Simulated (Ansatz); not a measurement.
### Question
Ge2Sb2Te5 in space group P-3m1 (No. 164; Pearson symbol hP9) is relaxed with LDA in the plane-wave PAW code Ansatz. What lattice parameters of the conventional cell result?

### Answer
a = 4.198 Å, c = 16.647 Å.

### Question
Give the free coordinates with the occupied sites.

### Answer
In one choice of origin and axes:

```csv
atom,site,symmetry,x,y,z
Ge,2d,3m.,0.6667,0.3333,0.1007
Sb,2c,3m.,0.0000,0.0000,0.3187
Te,1a,-3m.,0.0000,0.0000,0.0000
Te,2d,3m.,0.3333,0.6667,0.1993
Te,2d,3m.,0.6667,0.3333,0.4218
```

### Question
Is it a metal or does it have a gap at this level?

### Answer
No gap at this level.

The cell was relaxed with LDA under the symmetry of its start; of distortions, only those at the zone centre were tested. A crystal of weakly bound layers computed without a dispersion correction: the cell and the soft elastic constants depend strongly on that. Spin–orbit coupling is left out wherever it is not named.

Potentials: the earlier of the program's two PAW sets.
